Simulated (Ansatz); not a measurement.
RhPb2:
```xyz
6
Lattice="-3.3371 3.3371 2.9121 3.3371 -3.3371 2.9121 3.3371 3.3371 -2.9121" Properties=species:S:1:pos:R:3 pbc="T T T"
Rh     0.0000     0.0000     1.4561
Rh     0.0000     0.0000     4.3682
Pb     1.1029     4.4400     0.0000
Pb     2.2342     1.1029     0.0000
Pb     2.2342    -1.1029     2.9121
Pb     1.1029     2.2342     2.9121
```

Relaxed with PBEsol.

### Question
Give the Bader charges and basin volumes of the independent atoms, the program Ansatz at the PBEsol level (PAW).

### Answer


```
atom  Bader charge (e)  Bader volume (Å³)
----  ----------------  -----------------
Rh1              -0.52               18.5
Pb3              +0.26               23.2
```

Space group I4/mcm. The workflow started from an entry of the Crystallography Open Database (COD). Its standing as an ambient phase is unchecked. Symmetry was held in the PBEsol relaxation; whether a distortion lowers the energy is not shown. The run is not spin-polarised. Scalar-relativistic: spin–orbit coupling is off unless named, which matters more the heavier the elements.

Potentials: the later of the program's two PAW sets.
